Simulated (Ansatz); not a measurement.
Here is the system:

Starting cell, CoSn (CoSn type, space group P6/mmm):

```
CELL_PARAMETERS angstrom
      5.29399     0.00000     0.00000
     -2.64700     4.58473     0.00000
      0.00000     0.00000     4.23543
ATOMIC_POSITIONS crystal
  Co 0.50000 0.00000 0.00000
  Co 0.50000 0.50000 0.00000
  Co 0.00000 0.50000 0.00000
  Sn 0.00000 0.00000 0.00000
  Sn 0.33333 0.66667 0.50000
  Sn 0.66667 0.33333 0.50000
```

In this cell atom 2 (Co, nearest neighbour Sn at 2.612 Å; its periodic images, 4.2 Å or more away, move with it) is moved by u·(1.000, 0.000, 0.000) + v·(0.000, 1.000, 0.000); the rest is frozen.

All values below come from PBE (plane waves to 420 eV, PAW, scalar-relativistic; Ansatz, a quantum-chemistry and plane-wave program). k mesh 8×8×9 (Γ-centred), Fermi-Dirac smearing 0.05 eV. E stands for the smeared free energy. With partly filled bands, energies and forces of such displacements shift with the k mesh and the smearing. CoSn is run without spin polarisation. CoSn was relaxed with its symmetry unable to fall. The zero of ΔE is the undisplaced structure. Axes are in Å.

The scan covers u from -0.390 to 0.390 Å in 7 points and v from -0.390 to 0.390 Å in 7 points.

Problem. In which direction of the plane is the atom held most weakly?

Solution. 60° from u towards v.

Problem. What are the two principal curvatures of the energy at the centre?

Solution. 5.4 and 9.6 eV/Å².

(For displaced atoms, the force is minus the slope of the energy, and its curvature is a force constant, which sets phonon frequencies.)
